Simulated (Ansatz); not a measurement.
Relaxed ZnO (wurtzite):

```
ZnO
1.0
    3.27960     0.00000     0.00000
   -1.63980     2.84021     0.00000
    0.00000     0.00000     5.29330
Zn O
2 2
Cartesian
  1.63980   0.94674   0.01140
  0.00000   1.89348   2.65805
  1.63980   0.94674   3.29798
  0.00000   1.89348   0.65133
```

A phonon eigenvector at Γ is frozen into this cell: atom i moves by Q times the vector below, so Q is the largest atomic displacement, in Å. The cell is held. It is one choice among 2 degenerate patterns.

| atom | x | y | z |
|---|---|---|---|
| Zn1 | 0.000 | -0.245 | 0.000 |
| Zn2 | 0.000 | -0.245 | 0.000 |
| O3 | 0.000 | 1.000 | 0.000 |
| O4 | 0.000 | 1.000 | 0.000 |

All values below come from PBE (plane waves to 420 eV, PAW, scalar-relativistic; Ansatz, a program for electronic structure). k mesh 12×12×6 (Γ-centred), Fermi-Dirac smearing 0.05 eV. E stands for the smeared free energy. ZnO was relaxed with its symmetry unable to fall. The zero of ΔE is the undisplaced structure.

| Q (Å) | ΔE (eV/cell) |
|---|---|
| -0.280 | 0.922 |
| -0.187 | 0.369 |
| -0.093 | 0.086 |
| 0.000 | 0.000 |
| 0.093 | 0.086 |
| 0.187 | 0.369 |
| 0.280 | 0.922 |

**Question.** Which DFPT wavenumber at Γ belongs to this mode?
A) 364 cm⁻¹
B) 91 cm⁻¹
C) 245 cm⁻¹
D) 508 cm⁻¹

**Answer.** A, 364 cm⁻¹. The curvature of the scan gives 364 cm⁻¹

(A displaced cell: forces are minus the slopes of the energy, force constants its curvatures, and phonons follow from these.)
